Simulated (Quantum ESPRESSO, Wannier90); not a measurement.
# GaP (wurtzite), plane waves to Wannier functions

```
begin unit_cell_cart
ang
    3.8417199505    0.0000000000    0.0000000000
   -1.9208599753    3.3270270714    0.0000000000
    0.0000000000    0.0000000000    6.3329300000
end unit_cell_cart
begin atoms_frac
Ga  -0.3333333333  0.3333333333 -0.4999500000
Ga   0.3333333333 -0.3333333333  0.0000500000
P   -0.3333333333  0.3333333333 -0.1260500000
P    0.3333333333 -0.3333333333  0.3739500000
end atoms_frac
```

Cell from Materials Project (mp-8882), symmetrised, no further relaxation. Not found in the COD (Crystallography Open Database) copy used, which has the formula in other groups; not checked further. Level: LDA, no spin polarisation, no spin-orbit coupling; pw.x of Quantum ESPRESSO at 64 Ry with PseudoDojo potentials, 12×12×6 k-points, Wannier90. Density: 12×12×6 mesh, cold smearing 0.01 Ry.

Bands 11-18 form an isolated set from -12.63 to 0.00 eV relative to the valence-band maximum (on the path) and are turned into 8 Wannier functions by minimising the spread from the start: s functions at the bond centres.

Q: Where do the functions sit, how wide are they and what are they made of?

A: 
```json
[
 {"functions": "8", "spread (Å²)": "2.12", "nearest atom, distance (Å)": "P 0.92", "second atom, distance (Å)": "Ga 1.44", "weight on atomic waves": "P 3p 46 %, Ga 4p 23 %, P 3s 16 %"}
]
```

Ω_I = 15.93 Å², Ω_total = 16.97 Å²; the interpolated bands follow pw.x to 2.4 meV rms on the path. It is the lowest total spread that any start reached here.
